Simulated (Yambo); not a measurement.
Yambo run on K₄CdP₂ (space group R-3m, No. 166). The wavefunctions are PBEsol (Quantum ESPRESSO, PseudoDojo norm-conserving, 102 Ry, no spin-orbit coupling) ones on a 2×2×2 mesh (33 occupied bands); a = b = c = 9.6096 Å, α = β = γ = 34.41°.

Yambo input:

```
rim_cut
gw0
dyson
el_el_corr
HF_and_locXC
ppa
em1d
RandQpts= 1000000
RandGvec= 1 Ry
EXXRLvcs= 102 Ry
VXCRLvcs= 408 Ry
Chimod= "HARTREE"
% BndsRnXp
 5 | 353 |
%
NGsBlkXp= 7 Ry
% LongDrXp
 1.0 | 1.0 | 1.0 |
%
PPAPntXp= 27.2114 eV
% GbndRnge
 1 | 128 |
%
GTermKind= "none"
DysSolver= "n"
ExtendOut
% QPkrange
 1 | 1 | 33 | 34 |
 3 | 3 | 33 | 33 |
%
```

k points by index: 1 = Γ, 3 = F.

The o-*.qp file then holds:

```
#    K-point    Band    Eo [eV]    E [eV]    E-Eo [eV]    Vxc [eV]    Vnlxc [eV]    Sc|Eo [eV]    Sc|E [eV]    dSc/dw|Eo [eV]    Re(Z)    Im(Z)
#
    1    33    -0.094403    -0.523636    -0.429233    -10.69115    -12.99389    1.745926    1.873510    -8.085725    0.770919    -0.001897
    1    34    0.802276    1.151149    0.348873    -7.586481    -4.446798    -2.711143    -2.790810    -6.211241    0.814157    -0.001693
    3    33    0.000000    -0.426411    -0.426411    -10.79731    -13.08135    1.730462    1.857625    -8.112316    0.770339    -0.001961
```
(The two width columns are left out.) Convergence of these settings isn't established.

Geometry of the Materials Project entry, not relaxed at this level.

The structure is a Materials Project entry; no match was found in the copy of COD used, and its stability was not checked.
